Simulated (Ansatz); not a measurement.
La2InCu2 squeezed and stretched

A database entry relaxed whole under r2SCAN (P4/mbm):

```xyz
10
Lattice="7.8417 0.0000 0.0000 0.0000 7.8417 0.0000 0.0000 0.0000 3.9526" Properties=species:S:1:pos:R:3 pbc="T T T"
La    1.4100    5.3309    1.9763
La    2.5108    1.4100    1.9763
La    6.4317    2.5108    1.9763
La    5.3309    6.4317    1.9763
In    0.0000    0.0000    0.0000
In    3.9209    3.9209    0.0000
Cu    3.0221    6.9430    0.0000
Cu    0.8988    3.0221    0.0000
Cu    4.8196    0.8988    0.0000
Cu    6.9430    4.8196    0.0000
```

The cell was scaled uniformly, its shape held, and the atoms relaxed at each volume with plane-wave PAW DFT (Ansatz 0.2.0; r2SCAN, 500 eV, 5×5×9 Γ-centred mesh, fermi-dirac occupations of width 0.100 eV; no spin, no spin-orbit coupling). One row is withheld.

```csv
volume (Å³/atom),energy over the lowest (meV/atom),pressure (GPa)
22.847,17.9,4.29
23.333,?,?
23.819,1.7,1.27
24.305,0.0,0.00
24.792,2.0,-1.18
25.278,7.4,-2.21
25.764,15.7,-3.14
```

Problem. Fit the pressures of the other rows to the third-order Birch-Murnaghan form.

Solution. With f = [(V₀/V)^(2/3) − 1]/2 and P = 3B₀f(1 + 2f)^(5/2)[1 + 3(B₀′ − 4)f/2], least squares gives V₀ = 24.30 Å³ an atom, B₀ = 61 GPa and B₀′ = 4.3; the rows miss the fit by less than 0.01 GPa. The slope of the energies differs from these pressures by 0.07 GPa, since they are taken to zero smearing while pressures follow the free energy.

Problem. What does the withheld row hold?

Solution. The fit gives 2.70 GPa at 23.333 Å³; the run gave 2.70 GPa and 7.5 meV an atom.

Caveats: the shape of the cell was held, so B₀ is an upper bound where the axes differ in stiffness; 0 K, fixed nuclei; the symmetry was kept, and this need not be the phase that is stable at 0 K; one mesh for all volumes; every run is gapless at this level; pressure is positive in compression.
